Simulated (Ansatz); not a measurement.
## Stationary points along a deformation path in Ag₂PdO₂

Method: DFT r2SCAN, scalar-relativistic, plane waves, PAW (Ansatz). Cutoff 500 eV, Γ-centred 14×14×14 k-points, Gaussian smearing of 0.03 eV. No spin polarisation. Energies are free energies at this smearing, counted from the undisturbed cell; pressure is positive in compression.

The starting cell (as given, not relaxed at this level; it stands at 1.5 GPa, and it needn't be the usual structure):

```
Ag Pd O
1.0
    -1.50402    2.27762    4.94885
     1.50402   -2.27762    4.94885
     1.50402    2.27762   -4.94885
Ag Pd O
2 1 2
Direct
  0.35758 0.35758 0.00000
  0.64242 0.64242 0.00000
  0.00000 0.00000 0.00000
  0.86270 0.36270 0.50000
  0.13730 0.63730 0.50000
```

At fixed volume and fractional coordinates, lengths along (0.000, 0.000, 1.000) are scaled against those across it; ρ is that ratio over its starting value. V = 13.562 Å³/atom. Δσ is the stress along the axis less the mean stress across it (compression positive).

| ρ | ΔE (meV/atom) | Δσ (GPa) | space group |
| --- | --- | --- | --- |
| 0.850 | 91.9 | 20.19 | Immm |
| 0.920 | 25.7 | 9.92 | Immm |
| 0.960 | 7.5 | 5.31 | Immm |
| 1.000 | 0.0 | 1.24 | Immm |
| 1.050 | 3.0 | -3.37 | Immm |
| 1.100 | 17.5 | -7.71 | Immm |
| 1.200 | 75.3 | -15.90 | Immm |

Task: How does the stress give the slope of the energy, and where is the energy stationary?

Result: Along the path d ln(length) is 2/3 d ln ρ on the axis and −1/3 d ln ρ across it, so dE/d ln ρ = −(2/3) V Δσ: the energy falls with ρ where Δσ is positive. Δσ vanishes or changes sign between ρ = 1.000 and 1.050, a minimum (near 1.01 by linear interpolation). Pairs of stationary points between two samples would go unseen, and could change a minimum read from distant neighbours into a maximum.

Task: Integrate that slope from ρ = 1 to 1.200 by the trapezoid rule.

Result: With V/N in Å³ and 1 eV/Å³ = 160.2 GPa the slopes at ρ = 1.000, 1.050, 1.100, 1.200 are -70, 190, 435, 897 meV/atom per unit of ln ρ. The steps add 2.9 + 14.5 + 57.9 = 75.4 meV/atom, against 75.3 from the energies; the trapezoid rule misses the curvature of the slope within each step.

Forces appear on the atoms along this scan, and letting them relax would lower the energy and soften the response. The gap closes along the scan, which can put kinks into the curve.